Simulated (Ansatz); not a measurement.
MnPt3:
```yaml
crystal:
  lattice:
    - [3.90918, 0.00000, 0.00000]
    - [0.00000, 3.90918, 0.00000]
    - [0.00000, 0.00000, 3.90918]
  atoms:
    - { symbol: Mn, position: [0.00000, 0.00000, 0.00000], spin: 4.1 }
    - { symbol: Pt, position: [0.00000, 0.50000, 0.50000], spin: 0.2 }
    - { symbol: Pt, position: [0.50000, 0.00000, 0.50000], spin: 0.2 }
    - { symbol: Pt, position: [0.50000, 0.50000, 0.00000], spin: 0.2 }
```

Relaxed with r²SCAN. Special points in fractions of this cell's reciprocal vectors: Γ (0.000, 0.000, 0.000); X (0.000, 0.500, 0.000); M (0.500, 0.500, 0.000); R (0.500, 0.500, 0.500).

**Question.** List the band energies nearest the Fermi level at these points for the program Ansatz at the r²SCAN level (PAW).

**Answer.** In eV from the Fermi level; about four levels below and three above (degenerate sets whole), none deeper than 8.9 eV; points with the same levels are listed once.

```json
[
 {"k": "Γ ↑", "below": "-0.64 -0.64 -0.58 -0.58 -0.58", "above": "0.02 0.53 0.53 0.53"},
 {"k": "X ↑", "below": "-2.00 -1.61 -0.87 -0.61", "above": "0.54 7.88 7.88"},
 {"k": "M ↑", "below": "-2.08 -2.08 -1.79 -1.61", "above": "0.42 1.47 2.02 2.02"},
 {"k": "R ↑", "below": "-0.39 -0.39 -0.39 -0.04", "above": "0.06 0.06 0.06"},
 {"k": "Γ ↓", "below": "-2.66 -2.66 -2.66 -0.97 -0.97", "above": "0.34 0.92 0.92 0.92"},
 {"k": "X ↓", "below": "-1.93 -1.93 -1.84 -0.70", "above": "0.92 1.69 1.69"},
 {"k": "M ↓", "below": "-2.43 -1.52 -1.47 -0.87", "above": "2.10 2.10 2.33 2.33"},
 {"k": "R ↓", "below": "-0.30 -0.30 -0.30 -0.23", "above": "0.41 0.41 0.41"}
]
```

Space group Pm-3m (Cu3Au type). The workflow started from an entry of the Crystallography Open Database (COD). Its standing as an ambient phase is unchecked. The cell was relaxed with r²SCAN under the symmetry of its start; its stability against distortions is not shown here. Magnetic state: ferromagnetic, the only order run, not a proven ground state. Other orbital occupations within this spin state were not tried. Scalar-relativistic: spin–orbit coupling is off unless named, which matters more the heavier the elements.

Potentials: the later of the program's two PAW sets.
